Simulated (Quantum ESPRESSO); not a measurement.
# In3MgP3S: convergence and cost over cutoff and k mesh

Computed values, not a measurement. The program is pw.x of Quantum ESPRESSO 7.5 (plane-wave density functional theory). The cell is made up: 8 atoms on a zincblende/diamond lattice, with randomly drawn elements, strain and displacements, not relaxed. PseudoDojo standard norm-conserving files (v0.5 for PBE, v0.4.1 for LDA and PBEsol) set the functional; there is no spin polarisation, spin-orbit coupling or dispersion term, and the masses in the input are unused placeholders.

Input of the run in row 2:

```
&control calculation='scf', pseudo_dir='./dojo.nc.sr.pbe.v0_5.standard.upf', outdir='./o', disk_io='medium', tprnfor=.true., tstress=.true. /
&system ibrav=0, nat=8, ntyp=4, nbnd=41, ecutwfc=84.00895049, nosym=.true., tot_charge=0,
 occupations='smearing', smearing='fd', degauss=0.0018374661
/
&electrons conv_thr=7.350e-09, electron_maxstep=60, /
ATOMIC_SPECIES
In 1.0 In.upf
Mg 1.0 Mg.upf
P 1.0 P.upf
S 1.0 S.upf
CELL_PARAMETERS angstrom
5.9544 0.0 0.0
0.0 5.9544 0.0
0.0 0.0 5.9544
ATOMIC_POSITIONS angstrom
In 0.0066 -0.0583 -0.003
Mg -0.0689 2.9565 2.992
In 3.0124 -0.0314 3.0095
In 2.9807 2.9528 0.0178
P 1.5479 1.4449 1.5643
P 1.443 4.3929 4.455
S 4.4277 1.4839 4.4599
P 4.4637 4.5091 1.4501
K_POINTS automatic
4 4 4 1 1 1
```

The same cell was run at these settings. Meshes are shifted by half a step, and differences are from the last row, which is itself not exact.

| cutoff (eV) | k mesh | k points solved | threshold (eV) | free energy less the last row's (eV) | pressure (GPa) | largest stress difference (GPa) | largest force difference (eV/Å) | iterations | wall time (s) | k-point pools | processor |
| --- | --- | --- | --- | --- | --- | --- | --- | --- | --- | --- | --- |
| 800 | 2 x 2 x 2 | 4 | 1e-04 | 1.073 | -5.89 | 5.37 | 0.024 | 7 | 35 | 1 | AMD EPYC, Zen 5 class |
| 1143 | 4 x 4 x 4 | 32 | 1e-07 | 0.005 | -0.54 | 0.00 | 0.010 | 10 | 471 | 1 | AMD EPYC, Zen 5 class |
| 1437 | 6 x 6 x 6 | 108 | 1e-07 | 0.000 | -0.54 | 0.00 | 0.000 | 10 | 1830 | 1 | AMD EPYC, Zen 5 class |

Each pool is one process. Wall times include start-up and a band step at six k points, which weighs most on the coarsest meshes. The runs were on shared virtual cores whose load varied, so times are rough.